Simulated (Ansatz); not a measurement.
BN:
```yaml
crystal:
  lattice:
    - [4.40182, 0.00000, 0.00000]
    - [0.00000, 4.40182, 0.00000]
    - [0.00000, 0.00000, 2.53815]
  atoms:
    - { symbol: B, position: [0.17420, 0.82580, 0.50000] }
    - { symbol: B, position: [0.82580, 0.17420, 0.50000] }
    - { symbol: B, position: [0.67420, 0.67420, 0.00000] }
    - { symbol: B, position: [0.32580, 0.32580, 0.00000] }
    - { symbol: N, position: [0.81226, 0.81226, 0.50000] }
    - { symbol: N, position: [0.18774, 0.18774, 0.50000] }
    - { symbol: N, position: [0.68774, 0.31226, 0.00000] }
    - { symbol: N, position: [0.31226, 0.68774, 0.00000] }
```

Cartesian axes are those of the cell as given.

Problem. Give the high-frequency dielectric tensor and the Born effective charge tensors of the independent atoms from DFPT, the program Ansatz at the r²SCAN level (PAW).

Solution. 
ε∞:
```
4.45  0.00  0.00
0.00  4.45  0.00
0.00  0.00  4.20
```
Z* of atom 1 (B), rows: field, columns: displacement, in e:
```
 2.08  -0.20   0.00
-0.20   2.08   0.00
 0.00   0.00   1.90
```
Z* of atom 5 (N), rows: field, columns: displacement, in e:
```
-2.08  -0.31   0.00
-0.31  -2.08   0.00
 0.00   0.00  -1.90
```

Static charges for comparison (Bader): B1 +2.26, N5 -2.26 e. Born charges measure polarisation by displacement and can exceed these by far.

Space group P4_2/mnm. The first step of the workflow began from a Materials Project structure, measured or hypothetical; the Crystallography Open Database copy checked does not list it. It is not the phase usual at ambient conditions (space group No. 186, 194, 216). The cell was relaxed with r²SCAN under the symmetry of its start; its stability against distortions is not shown here.

Potentials: the earlier of the program's two PAW sets.
